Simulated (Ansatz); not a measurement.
A distorted cell of BaTiO3 (cubic perovskite):

```yaml
crystal:
  lattice:
    - [3.99442, 0.00000, 0.00000]
    - [0.00000, 3.99442, 0.00000]
    - [0.00000, 0.00000, 3.99442]
  atoms:
    - { symbol: Ba, position: [0.00000, 0.00000, 0.00000] }
    - { symbol: Ti, position: [0.50000, 0.50000, 0.50000] }
    - { symbol: O, position: [0.00000, 0.50000, 0.50000] }
    - { symbol: O, position: [0.50000, 0.50000, 0.00000] }
    - { symbol: O, position: [0.50000, 0.00000, 0.54006] }
```

Calculation: r2SCAN (plane waves to 500 eV, PAW, scalar-relativistic; Ansatz, a program for electronic structure). k mesh 7×7×7 (Γ-centred), Fermi-Dirac smearing 0.05 eV. The energy includes the smearing's −TS. Compression counts positive. BaTiO3 is run without spin polarisation. BaTiO3 was relaxed with its symmetry unable to fall. The PAW data are Ansatz's earlier set. This is a high-temperature form of BaTiO3.

Problem. Predict the force on every atom, in eV/Å.

Solution. 
```json
[
 {"atom": "Ba1", "Fx": "0.000", "Fy": "0.000", "Fz": "0.145"},
 {"atom": "Ti2", "Fx": "0.000", "Fy": "0.000", "Fz": "0.148"},
 {"atom": "O3", "Fx": "0.000", "Fy": "0.000", "Fz": "-0.094"},
 {"atom": "O4", "Fx": "0.000", "Fy": "0.000", "Fz": "0.755"},
 {"atom": "O5", "Fx": "0.000", "Fy": "0.000", "Fz": "-0.955"}
]
```

Problem. In it atom 5 sits (0.000, 0.000, 0.160) Å away from its relaxed site. What is its energy relative to the relaxed cell?

Solution. 75.7 meV/cell.

(For displaced atoms, the force is minus the slope of the energy, and its curvature is a force constant, which sets phonon frequencies.)
